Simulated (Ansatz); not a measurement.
Input and output for H (H2 molecule in a box): DFT, PBEsol, all-electron LAPW, scalar-relativistic (Ansatz 0.2.0).

The cell comes from a relaxation on PAW files under the same functional, begun from a database entry that needn't be the ground state.

Command: `ansatz run input.yaml --threads 4 --pin off --max-ram 10240MiB --backend cpu --events-out ev --progress --plain --runs-dir out` It took 7.5 s on 4 threads of Arm Neoverse V1, on a shared host, peak memory 1.3 GiB.

```yaml
crystal:
  lattice:
    - [9.0, 0.0, 0.0]
    - [0.0, 9.2, 0.0]
    - [0.0, 0.0, 9.8]
  atoms:
    - { symbol: H, position: [0.5, 0.5, 0.4613130857] }
    - { symbol: H, position: [0.5, 0.5, 0.5386869143] }
kpoints:
  mp_grid: { grid: [1, 1, 1] }
scf:
  occupations: { method: fermi_dirac, width: 0.01 }
hamiltonian:
  xc: pbesol
  pseudopotentials: { kind: all_electron, lapw: { basis_error: 0.0005 } }
output:
  forces: true
  stress: true
  eigenvalues: true
```

Output:

```
LAPW: plane waves up to 14.264 Å⁻¹, error target 5.0e-4 eV per atom; small_component_spin mean_spin; H in spheres of 0.379 Å, 1 of its electrons in bands, Dirac shells [] (how accurate: hamiltonian.pseudopotentials.lapw.basis_error, Limitations)
Engine: ansatz 0.2.0
Pseudopotentials: kind: all_electron
Pseudopotential: H, LAPW, valence charge 1, lapw/all_electron/scalar/gaussian/H, Koelling and Harmon's equation, gaussian nucleus
Functional definition: PBEsol
  exchange = pbesol_x
  correlation = pbesol_c
Crystal: 2 atoms, lattice volume = 811.440 Å³
Basis set: ecut = 775.2160370230667 eV, 39797 PW (Γ), exchange–correlation at level 2
Bands: 5, of which v1, the nominal top of the filled ones, is band 1 counted from 1 (0 counted from 0)
Symmetry: 8 space group operations
Space group: Pmmm (ITA 47), of the structure as read, at distance tolerance 9.3e-5 Å
k-points: 1
Non-local potential: H, projectors of the file, none
Initial density: superposition of atomic densities (neutral atoms: chi_scale 0, normalization atom)
Initial wavefunctions: plane waves of lowest kinetic energy (no species holds an atomic orbital)
Functional: x = pbesol(κ = 0.804, μ = 0.12345679012345678), c = pbesol(β = 0.046)
iter 1 solved again at ethr=7.63e-2 eV; its pass at ethr=1.00e-1 eV (dr2=1.53e0 eV) is discarded
SCF iter   1: F=—  HF=-31.892328 eV  |F-HF|=—  |Δ(HF+E_count)|=         —  Δρ=1.50e-2  dr2=1.53e0  ethr=7.63e-2  ⟨swp⟩=2.0  Hψ=39  notcnv=0
preconditioner: auto → Resta (q_TF=auto, 1.003 Å⁻¹)  ε∞=1.0  [insulator: Δε(μ)=12.761 eV  Ē_g=13.419 eV  σ=0.010 eV  W_gap=1.00  n_scr=18 (ndim 8)  ℏωp=1.8 eV  f_vac=0.843  D(μ)=0.00/eV (n_scr^D=0)  ε∞_Penn≈1.0  vacuum switching on, ρ_ref=1.3e-2 e/Å³]
SCF iter   2: F=—  HF=-31.311651 eV  |F-HF|=—  |Δ(HF+E_count)|=   5.81e-1  Δρ=5.50e-3  dr2=2.10e-1  ethr=7.63e-2  ⟨swp⟩=2.0  Hψ=14  notcnv=0
iter 3 solved again at ethr=5.65e-5 eV; its pass at ethr=1.05e-2 eV (dr2=1.13e-3 eV) is discarded
SCF iter   3: F=—  HF=-31.221182 eV  |F-HF|=—  |Δ(HF+E_count)|=   9.05e-2  Δρ=4.97e-4  dr2=1.13e-3  ethr=5.65e-5  ⟨swp⟩=3.0  Hψ=38  notcnv=0  defer=4
SCF iter   4: F=—  HF=-31.220800 eV  |F-HF|=—  |Δ(HF+E_count)|=         —  Δρ=3.15e-5  dr2=1.14e-5  ethr=5.63e-5  ⟨swp⟩=3.0  Hψ=16  notcnv=0
the basis was enlarged: its passes take 18.0 KiB over the memory plan, 1 of 1 planned eigensolver slots
SCF iter   5: F=—  HF=-31.220801 eV  |F-HF|=—  |Δ(HF+E_count)|=   8.47e-7  Δρ=1.42e-5  dr2=1.05e-6  ethr=5.69e-7  ⟨swp⟩=4.0  Hψ=18  notcnv=0
SCF iter   6: F=-31.220800 eV  HF=-31.220800 eV  |F-HF|=3.18e-8  |Δ(HF+E_count)|=   3.84e-7  Δρ=3.91e-6  dr2=7.08e-8  ethr=5.24e-8  ⟨swp⟩=2.0  Hψ=10  notcnv=0
SCF 1 converged in 6 iterations: F = -31.220800 eV  dr2 = 7.08e-8
SCF converged after 6 iterations
Free energy (F): -31.220800 eV
Harris-Foulkes:  -31.220800 eV  (|F-HF|=3.18e-8)
Internal energy: -31.220800 eV  (E = F + TS)
E sigma→0 (E₀):  -31.220800 eV
Fermi energy:    -5.137857 eV
--- Per-component energies (eV) ---
  E_band       = -20.197426
  E_kinetic    = 30.149716
  E_xc         = -18.021095
  E_electrostatic = -43.349422  (all electrons and nuclei)
  E_smearing   = -0.000000  (= −TS)
  E_closure    = 0.000000  (closes the sum)
  E_atoms      = -24.484710  (free atoms, spherical and without spin; not in F)
  Σ components = -31.220800   (vs F -31.220800, Δ=0.00e0)
  Basis errors (estimates in eV, not in F): energy 4.0e-4 per atom: plane waves 3.9e-4 (2.6e-4 summed), levels above the bands 7.2e-285, relativity 7.3e-10, radial functions 4.8e-6, core shells 0.0e0; eigenvalues (radial functions only) 1.9e-6; not estimated: angular momenta, meshes, grids; target (lapw.basis_error) 5.0e-4; muffin-tin radii H 0.379 Å
--- Forces (eV/Å), atoms counted from 1 ---
  atom   1  H      0.00000000     0.00000000     0.00121934
  atom   2  H      0.00000000     0.00000000    -0.00121934
  max |Σ_I F_I| component: 2.12e-22 eV/Å
--- Stress (GPa, compression-positive) ---
       -0.000240       0.000000       0.000000
        0.000000      -0.000235       0.000000
        0.000000       0.000000      -0.000160
  P = ⅓ Tr σ = -0.0002 GPa (-0.002 kbar)
--- Band table (eV) ---
  k-point 0: bands = ["-10.0987", "-0.1770", "0.4407", "1.1397", "1.1961"]
```
